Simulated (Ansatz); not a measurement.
ScAl3:
```cif
data_Al6Sc2
_chemical_formula_sum 'Al6 Sc2'
_space_group_name_H-M_alt 'I4/mmm'
_space_group_IT_number 139
_space_group_name_Hall '-I 4 2'
_cell_length_a 4.00641
_cell_length_b 4.00641
_cell_length_c 8.75406
_cell_angle_alpha 90.000
_cell_angle_beta 90.000
_cell_angle_gamma 90.000
loop_
_atom_site_label
_atom_site_type_symbol
_atom_site_symmetry_multiplicity
_atom_site_Wyckoff_symbol
_atom_site_fract_x
_atom_site_fract_y
_atom_site_fract_z
_atom_site_occupancy
Al1 Al 2 b 0.00000 0.00000 0.50000 1
Al2 Al 4 d 0.00000 0.50000 0.25000 1
Sc1 Sc 2 a 0.00000 0.00000 0.00000 1
```
(The calculation used a cell of 4 atoms; values per cell refer to that cell.)

Relaxed at zero pressure with r²SCAN in the plane-wave PAW code Ansatz.

Task: The volume is lowered by 6 % and shape and atoms relax at that volume. What pressure results, and how do the axes share the change?

Result: 6.3 GPa; a -1.9 %, b -1.9 %, c -2.3 %; the energy rises by 20 meV/atom.

Task: Give the new structure.

Result: 
Space group I4/mmm (No. 139); a = 3.9289 Å, b = 3.9289 Å, c = 8.5566 Å, α = 90.00°, β = 90.00°, γ = 90.00°

```
atom  site  symmetry       x       y       z
----  ----  --------  ------  ------  ------
Al      2b     4/mmm  0.0000  0.0000  0.5000
Al      4d      -4m2  0.0000  0.5000  0.2500
Sc      2a     4/mmm  0.0000  0.0000  0.0000
```

The phase is kept; no other phase was compared at this pressure.

A made-up cell: these elements were put on the sites of a structure type; the Crystallography Open Database copy checked does not list it. Its standing as an ambient phase is unchecked. Symmetry was held in the r²SCAN relaxation; its stability against distortions is not shown here. No spin polarisation was allowed. Axis ratios of metals converge slowly with the k-mesh, so a and c are less sure than the volume.

Potentials: the later of the program's two PAW sets.
